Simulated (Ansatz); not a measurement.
**Bi: levels along high-symmetry lines**

```
CELL_PARAMETERS angstrom
3.33628 -3.05540 0.00000
3.33628 3.05540 0.00000
-1.15098 0.00000 3.09291
ATOMIC_POSITIONS crystal
Bi 0.25180 0.25180 0.14900
Bi 0.74820 0.74820 0.85100
```

Atoms are numbered in the order listed.

The structure is an experimental refinement, used without relaxation.

No spin–orbit coupling, which matters for the heavy atoms here.

Theory: DFT, PBEsol, all-electron LAPW, scalar-relativistic (Ansatz 0.2.0).

The runs use a Γ-centred 8×8×11 k mesh, Fermi–Dirac smearing of 0.05 eV, basis error target 0.25 meV/atom, no spin polarisation.

Points in fractions of the reciprocal vectors of this cell: Γ (0, 0, 0), C (-0.489, 0.489, 0), C2 (-0.511, -0.489, 0), Y2 (-0.5, -0.5, 0), M2 (-0.5, -0.5, 0.5), D (-0.68, -0.32, 0.5), D2 (-0.32, 0.32, 0.5), A (0, 0, 0.5). The path joins them by straight lines in the order Γ–C–C2–Y2–Γ–M2–D–D2–A; legs that retrace an earlier one aren't tabulated. Energies are in eV from the Fermi level.

(1) List the levels at C between -20 and 6.5 eV.

(2) List the levels at A between -20 and 6.5 eV.

(3) List the levels at C2 between -20 and 6.5 eV.

(4) What is the band gap?

Results:

(1) -11.34, -11.14, -5.34, -5.33, 3.31, 4.09, 5.92, 6.13.

(2) -10.94, -9.05, -4.00, -2.56, -1.63, 1.36, 1.68, 1.86.

(3) -11.34, -11.14, -5.34, -5.33, 3.31, 4.09, 5.92, 6.13.

(4) none: bands cross the Fermi level, a metal.
